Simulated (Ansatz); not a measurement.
Calculated coordination and 2H quadrupole coupling for LiPH2O4

Cell: a computed structure from the Materials Project (it need not be an observed phase).

Space group Pna2_1 (No. 33); a = 6.3938, b = 7.7020, c = 6.9261 Å.

| site | Wyckoff | site symmetry | x | y | z |
| --- | --- | --- | --- | --- | --- |
| Li | 4a | 1 | 0.0131 | 0.2728 | 0.5045 |
| H5 | 4a | 1 | 0.0377 | 0.8600 | 0.3910 |
| H9 | 4a | 1 | 0.9884 | 0.3877 | 0.0646 |
| P | 4a | 1 | 0.1987 | 0.9289 | 0.6781 |
| O17 | 4a | 1 | 0.7273 | 0.6844 | 0.8544 |
| O18 | 4a | 1 | 0.0769 | 0.4918 | 0.0991 |
| O19 | 4a | 1 | 0.9313 | 0.9074 | 0.2009 |
| O25 | 4a | 1 | 0.6059 | 0.6938 | 0.5129 |

One atom of each set is listed.

All values are calculated (Ansatz; DFT, PBE, plane waves and PAW, scalar-relativistic, 420 eV cutoff, Γ-centred 3×3×3 k-points, Fermi–Dirac smearing 0.02 eV), not measured.

Q(2H) = 2.858 mb.

Problem. Order the H environments from the weakest to the strongest quadrupole coupling.
A. H5: 1 O at 1.04 Å; also 1 O at 1.53 Å
B. H9: 1 O at 1.01 Å; also 1 O at 1.65 Å

Solution. A (0.136 MHz, η = 0.16), B (0.183 MHz, η = 0.12).

At H5 and H9 V_zz points along its bond to O (within 3°) in each case. Like point charges on the first shell alone (each adding as 1/d³) would give the same order.
